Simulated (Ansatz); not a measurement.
The relaxed structure here is a generated cell of SnO2: the first start was made by a random draw of sites in a space group, and the end was not matched to a known phase here, so it may be hypothetical. Known forms of SnO2 include space group No. 136.

A relaxed cell of SnO2 (P4/mmm (No. 123)), relaxed on a k-mesh at least as fine as the one used below. These are r2SCAN (plane waves to 500 eV, PAW, scalar-relativistic; Ansatz, a program for electronic structure) values and carry that method's errors. Γ-centred k-mesh 7×4×8 on the run's cell (coarser than for final values), Fermi–Dirac smearing 0.05 eV.

```xyz
6
Lattice="3.5010 0.0000 0.0000 0.0000 7.0020 0.0000 0.0000 0.0000 2.7935" Properties=species:S:1:pos:R:3 pbc="T T T"
O      0.0000     1.7505     1.3968
O      0.0000     5.2515     1.3968
O      1.7505     0.0000     1.3968
O      1.7505     3.5010     1.3968
Sn     1.7505     1.7505     0.0000
Sn     1.7505     5.2515     0.0000
```

The atoms are displaced by (Å):

```csv
atom,ux,uy,uz
O1,-0.045,0.100,0.036
O2,0.000,0.050,0.020
O3,-0.099,0.145,-0.011
O4,0.034,0.005,0.028
Sn5,0.001,0.195,0.007
Sn6,-0.019,0.027,-0.002
```

Task: What forces (eV/Å) and pressure result?

Result: 
| atom | Fx | Fy | Fz |
|---|---|---|---|
| O1 | 0.33 | -0.04 | 0.13 |
| O2 | -0.22 | -0.11 | 0.04 |
| O3 | 0.49 | -0.43 | -0.21 |
| O4 | -0.49 | 1.36 | -0.15 |
| Sn5 | -0.09 | -2.67 | 0.14 |
| Sn6 | -0.01 | 1.89 | 0.05 |

Pressure +2.9 GPa.

Task: Estimate the energy cost of the displacement in the harmonic approximation and compare with the calculation.

Result: For a harmonic well ΔE = −½ Σ F·u = 0.305 eV a cell, or 51 meV/atom. The calculated energy relative to the undisplaced cell is +0.05 eV/atom, so the harmonic estimate holds well.

The undisplaced cell is probably no minimum: from this displacement the run went on to R-3m (No. 166), 0.83 eV/atom below it.

No spin polarisation in the result.
